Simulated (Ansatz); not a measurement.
Polymorphs of MgO, each relaxed with the program Ansatz at the r²SCAN level (PAW):

A: Pm-3n, a = 5.575 Å, b = 5.575 Å, c = 5.575 Å, α = 90.00°, β = 90.00°, γ = 90.00°

B: wurtzite (P6_3mc), a = 3.2888 Å, b = 3.2888 Å, c = 5.0323 Å, α = 90.00°, β = 90.00°, γ = 120.00°

C: P6_3/mmc, a = b = 3.484 Å, c = 4.186 Å, α = β = 90.00°, γ = 120.00°

D: R-3m, a = 2.961 Å, b = 2.961 Å, c = 59.240 Å, α = 90.00°, β = 90.00°, γ = 120.00°

E: rock salt (Fm-3m), a = b = c = 4.2045 Å, α = β = γ = 90.00°

F: P4_2/mnm, a = 5.4985 Å, b = 5.4985 Å, c = 3.2667 Å, α = 90.00°, β = 90.00°, γ = 90.00°

### Question
Order them by energy per atom at 0 K (lowest first) at the level r²SCAN.

### Answer
E (+0 meV/atom), C (+62 meV/atom), D (+66 meV/atom), B (+114 meV/atom), F (+140 meV/atom), A (+199 meV/atom)

### Question
Give each one's gap.

### Answer
A 3.40 eV; B 4.22 eV; C 4.09 eV; D 4.99 eV; E 5.68 eV; F 4.16 eV.

Typed or built starts, not in the databases checked: F. Not the usual ambient phase: A; B; C; D; F. All cells were relaxed under the symmetry of their starts (and spin orders); stability against distortions was not tested throughout.

Energies hold the estimated change up to a 700 eV cutoff; steps of a few meV lie near the error of the meshes.

Potentials: the later of the program's two PAW sets.
